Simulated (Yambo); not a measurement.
G0W0@LDA for CsCaH3 (cubic perovskite, space group Pm-3m, No. 221) in Yambo. Reference settings: 4×4×4 Γ-centred k mesh, 175 bands and a 8 Ry block in the screening, 175 bands in G with the Bruneval-Gonze terminator, plasmon pole fitted at 27.2 eV. The LDA gap M → M on this mesh is 2.81 eV; G0W0 gaps are taken between the same points.

With and without the terminator, as bands are cut:

```json
[
 {"bands in G (in W)": "33 (33)", "gap, terminator (eV)": "5.257", "gap, none (eV)": "5.264", "valence shift, terminator (eV)": "-0.942", "valence shift, none (eV)": "-0.661"},
 {"bands in G (in W)": "60 (60)", "gap, terminator (eV)": "5.276", "gap, none (eV)": "5.315", "valence shift, terminator (eV)": "-1.262", "valence shift, none (eV)": "-1.083"},
 {"bands in G (in W)": "93 (93)", "gap, terminator (eV)": "5.308", "gap, none (eV)": "5.344", "valence shift, terminator (eV)": "-1.417", "valence shift, none (eV)": "-1.299"},
 {"bands in G (in W)": "133 (133)", "gap, terminator (eV)": "5.321", "gap, none (eV)": "5.354", "valence shift, terminator (eV)": "-1.491", "valence shift, none (eV)": "-1.415"},
 {"bands in G (in W)": "175 (175)", "gap, terminator (eV)": "5.331", "gap, none (eV)": "5.360", "valence shift, terminator (eV)": "-1.531", "valence shift, none (eV)": "-1.480"}
]
```

Over this range the gap spans 0.074 eV with the terminator and 0.096 eV without, the valence shift 0.589 eV and 0.819 eV. Neither column has reached its limit for certain.

Geometry of the Materials Project entry, not relaxed at this level; primitive cell a = b = c = 4.6212 Å, α = β = γ = 90.00°.

The structure is a Materials Project entry; no match was found in the copy of COD used, and its stability was not checked.

A shift is the quasiparticle energy of the state minus its LDA energy.
